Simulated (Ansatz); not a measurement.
LaGe:
```
CELL_PARAMETERS angstrom
      2.29173    -6.92845     0.00000
      2.29173     6.92845     0.00000
      0.00000     0.00000     6.78050
ATOMIC_POSITIONS crystal
  La 0.95297 0.04703 0.25000
  La 0.04703 0.95297 0.75000
  La 0.77379 0.22621 0.75000
  La 0.22621 0.77379 0.25000
  Ge 0.59941 0.40059 0.44355
  Ge 0.40059 0.59941 0.55645
  Ge 0.40059 0.59941 0.94355
  Ge 0.59941 0.40059 0.05645
```

Relaxed with r²SCAN. Special points in fractions of this cell's reciprocal vectors: Γ (0.000, 0.000, 0.000); Y (-0.500, 0.500, 0.000); C0 (-0.277, 0.723, 0.000); Σ0 (0.277, 0.277, 0.000); Z (0.000, 0.000, 0.500); A0 (0.277, 0.277, 0.500); E0 (-0.277, 0.723, 0.500); T (-0.500, 0.500, 0.500); S (0.000, 0.500, 0.000); R (0.000, 0.500, 0.500).

Problem. List the band energies nearest the Fermi level at these points for plane-wave PAW r²SCAN (Ansatz code).

Solution. In eV from the Fermi level; about four levels below and three above (degenerate sets whole), none deeper than 8.9 eV; points with the same levels are listed once.

```json
[
 {"k": "Γ", "below": "-1.42 -1.02 -0.89 -0.07", "above": "0.32 0.71 1.11"},
 {"k": "Y", "below": "-1.85 -1.82 -1.52 -0.64", "above": "0.07 0.48 0.49"},
 {"k": "C0", "below": "-1.76 -1.75 -1.05 -0.71", "above": "0.33 0.57 0.87"},
 {"k": "Z", "below": "-0.89 -0.89 -0.58 -0.58", "above": "0.25 0.25 0.81 0.81"},
 {"k": "A0", "below": "-1.80 -1.80 -0.41 -0.41", "above": "0.56 0.56 1.11 1.11"},
 {"k": "T", "below": "-0.69 -0.69 -0.58 -0.58", "above": "0.96 0.96 1.80 1.80"},
 {"k": "S", "below": "-1.69 -0.99 -0.37 -0.26", "above": "0.63 0.74 1.48"},
 {"k": "R", "below": "-1.91 -1.91 -0.34 -0.34", "above": "0.66 0.66 1.19 1.19"}
]
```

Space group Cmcm. The workflow started from a Materials Project entry (that database holds measured and hypothetical structures alike); the Crystallography Open Database files this formula in space group No. 63, but the cells were not matched. Whether it is the stable phase at ambient conditions was not checked. Symmetry was held in the r²SCAN relaxation; its stability against distortions is not shown here. Spin–orbit coupling is left out wherever it is not named.

Potentials: the later of the program's two PAW sets.
